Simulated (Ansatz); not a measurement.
ZrSi:
```xyz
4
Lattice="3.7399 0.0000 0.0000 -1.8700 3.2389 0.0000 0.0000 0.0000 6.8291" Properties=species:S:1:pos:R:3 pbc="T T T"
Zr     0.0000     0.0000     0.0000
Zr     0.0000     0.0000     3.4145
Si     0.0000     2.1592     1.7073
Si     1.8700     1.0796     5.1218
```

Relaxed with PBE. Special points in fractions of this cell's reciprocal vectors: Γ (0.000, 0.000, 0.000); M (0.500, 0.000, 0.000); K (0.333, 0.333, 0.000); A (0.000, 0.000, 0.500); L (0.500, 0.000, 0.500); H (0.333, 0.333, 0.500).

Question: List the band energies nearest the Fermi level at these points for the program Ansatz at the PBE level (PAW).

Answer: In eV from the Fermi level; about four levels below and three above (degenerate sets whole), none deeper than 8.9 eV; points with the same levels are listed once.

| k | below | above |
|---|---|---|
| Γ | -4.63 -1.40 -1.40 -1.26 | 0.50 0.50 0.70 0.70 |
| M | -1.85 -1.65 -1.24 -1.04 | 0.65 0.93 2.06 |
| K | -3.06 -3.06 -1.87 -1.87 -0.43 | 1.43 1.43 2.00 |
| A | -0.70 -0.70 -0.70 -0.70 | 1.41 1.41 1.41 1.41 |
| L | -1.58 -1.58 -0.82 -0.82 | 0.06 0.06 3.13 3.13 |
| H | -2.17 -2.17 -1.86 -1.86 | 0.68 0.68 2.55 2.55 |

Space group P6_3/mmc (NiAs type). A made-up cell: these elements were put on the sites of a structure type; neither database checked (COD, Materials Project) lists it. COD files the formula under space group No. 62, 63, so this cell is another polymorph or a model. Whether it is the stable phase at ambient conditions was not checked. Symmetry was held in the PBE relaxation; whether a distortion lowers the energy is not shown. The run is not spin-polarised. Scalar-relativistic: spin–orbit coupling is off unless named, which matters more the heavier the elements.

Potentials: the later of the program's two PAW sets.
